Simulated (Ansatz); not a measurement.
Level of theory: DFT PBE, scalar-relativistic, plane waves, PAW (Ansatz). All cells share a 420 eV cutoff and Γ-centred k meshes spaced at most about 0.3 Å⁻¹ (about 0.25 or finer for metals, 2π included). No spin polarisation in the final relaxations.

These are static total energies at zero pressure.

Two relaxed structures of AlGa2Sb3:

A.

```
CELL_PARAMETERS angstrom
3.32935 1.92220 4.09520
-3.32935 1.92220 4.09520
0.00000 -3.84440 4.09520
ATOMIC_POSITIONS crystal
Al 0.50000 0.50000 0.50000
Ga 0.12080 0.12080 0.12080
Ga 0.87920 0.87920 0.87920
Sb 0.50000 0.50000 0.00000
Sb 0.00000 0.50000 0.50000
Sb 0.50000 0.00000 0.50000
```

B.

```
CELL_PARAMETERS angstrom
3.52303 0.00000 0.00000
0.00000 3.52303 0.00000
0.00000 0.00000 11.38281
ATOMIC_POSITIONS crystal
Al 0.50000 0.50000 0.00000
Ga 0.50000 0.50000 0.33248
Ga 0.50000 0.50000 0.66752
Sb 0.00000 0.00000 0.84992
Sb 0.00000 0.00000 0.15008
Sb 0.00000 0.00000 0.50000
```

Question: Which is lower in energy, and by how much?

Answer: B is lower, by 48 meV/atom. A has space group R-3m (No. 166), 26.2 Å³/atom and no gap on its mesh; B has Al and Ga ordered on caesium chloride sites, space group P4/mmm (No. 123), 23.5 Å³/atom and no gap. Counting Sb atoms around Al and Ga (those within 1.25 times the shortest such distance or 1.15 times the sum of covalent radii, 1.27 where that leaves under three; a plus sign parts nearer from farther groups; the shortest distance is added where it exceeds 1.18 times the sum of covalent radii), A has Al 6, Ga 3+6 from 3.2 Å and B has Al 8, Ga 8 from 3.1 Å. The denser one is the lower, and pressure would at first widen the difference. Even the lower one lies +0.15 eV/atom against the reference forms of the elements (uncorrected), so neither is stable at this level. In A, around Al lie 6 Sb at 2.81 Å; Ga is surrounded by 1 Ga at 2.97 Å, 3 Sb at 3.24 Å and 6 Sb at 3.65 Å; around Sb lie 2 Al at 2.81 Å, 2 Ga at 3.24 Å, 4 Sb at 3.33 Å and 4 Ga at 3.65 Å. In B, Al has 8 Sb at 3.02 Å, 4 Al at 3.52 Å and 2 Ga at 3.78 Å; Ga is surrounded by 8 Sb at 3.14–3.24 Å, 4 Ga at 3.52 Å, 1 Al at 3.78 Å and 1 Ga at 3.81 Å; Sb on a site of symmetry 4mm is surrounded by 4 Al at 3.02 Å, 4 Ga at 3.24 Å, 5 Sb at 3.42–3.52 Å and 1 Sb at 3.98 Å; 1 more site not described. Both come from invented guesses. A third cell relaxed alike, in P4mm, lies 54 meV/atom below the lower of the two.

These runs have no spin–orbit coupling, which can matter for Sb. Cells relaxed within their symmetry can be saddle points.
